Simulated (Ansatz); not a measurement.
Phonons of a relaxed structure of ZrO2 by density-functional perturbation theory (low response-accuracy setting, no LO–TO term) at Γ and zone-boundary points with q components 0 or ½ of the primitive reciprocal vectors. The numbers are results of PBE (plane waves to 420 eV, PAW, scalar-relativistic; Ansatz, an electronic-structure program), not measurements. Γ-centred k-mesh 8×8×6, Fermi–Dirac smearing 0.05 eV.

```yaml
crystal:
  lattice:
    - [3.62105, 0.00000, 0.00000]
    - [0.00000, 3.62105, 0.00000]
    - [0.00000, 0.00000, 5.28254]
  atoms:
    - { symbol: Zr, position: [0.00000, 0.00000, 0.00000] }
    - { symbol: Zr, position: [0.50000, 0.50000, 0.50000] }
    - { symbol: O, position: [0.00000, 0.50000, 0.19279] }
    - { symbol: O, position: [0.00000, 0.50000, 0.69279] }
    - { symbol: O, position: [0.50000, 0.00000, 0.30721] }
    - { symbol: O, position: [0.50000, 0.00000, 0.80721] }
```

Space group P4₂/nmc (No. 137).

Problem. Is this structure dynamically stable at those wavevectors?

Solution. No instability shows at these points (nothing beyond 15i cm⁻¹, the threshold used here). Other wavevectors were not sampled, so this does not prove stability.

Problem. Give the phonon wavenumbers.

Solution. 
| q | wavenumbers (cm⁻¹; i marks imaginary) |
|---|---|
| Γ | 0 (×3), 72 (×2), 122 (×2), 279, 300, 320, 411 (×2), 425 (×2), 572, 614, 619 (×2) |
| X (½, 0, 0) | 96 (×2), 135 (×2), 237 (×2), 271 (×2), 308 (×2), 374 (×2), 534 (×2), 538 (×2), 671 (×2) |
| M (½, ½, 0) | 86 (×2), 178 (×2), 179 (×2), 182 (×2), 261 (×2), 421 (×2), 517 (×2), 557 (×2), 689 (×2) |
| Z (0, 0, ½) | 24 (×2), 63 (×2), 134 (×2), 200 (×2), 380 (×2), 447 (×2), 470 (×2), 618 (×4) |

No spin polarisation in the result.
